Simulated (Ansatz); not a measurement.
Q: Name crystals whose computed values (DFT-LDA in the program Ansatz with PAW potentials) fall in these windows: B₀ by P(V) fit (GPa) 120 to 160; highest Γ mode, no LO–TO term (cm⁻¹) 130 to 190.

A: 

```csv
crystal,B₀ by P(V) fit (GPa),"highest Γ mode, no LO–TO term (cm⁻¹)"
"AlAu, CsCl type",135,159
"BiPt, NiAs type",131,177
"ScPd, CsCl type",133,174
"ZnAg, CsCl type",131,168
"YIr, CsCl type",154,151
```
Others may fit too.

Standing as an ambient phase not checked: AlAu, CsCl type; BiPt, NiAs type; ScPd, CsCl type; ZnAg, CsCl type; YIr, CsCl type. Perhaps ordered models of mixed-site phases: AlAu, CsCl type. Unstable at this level: AlAu, CsCl type. All cells were relaxed under the symmetry of their starts (and spin orders); stability against distortions was not tested throughout. Rows with no word on spin ran without spin polarisation. Spin–orbit coupling is left out wherever it is not named.

Potentials: the later of the program's two PAW sets.
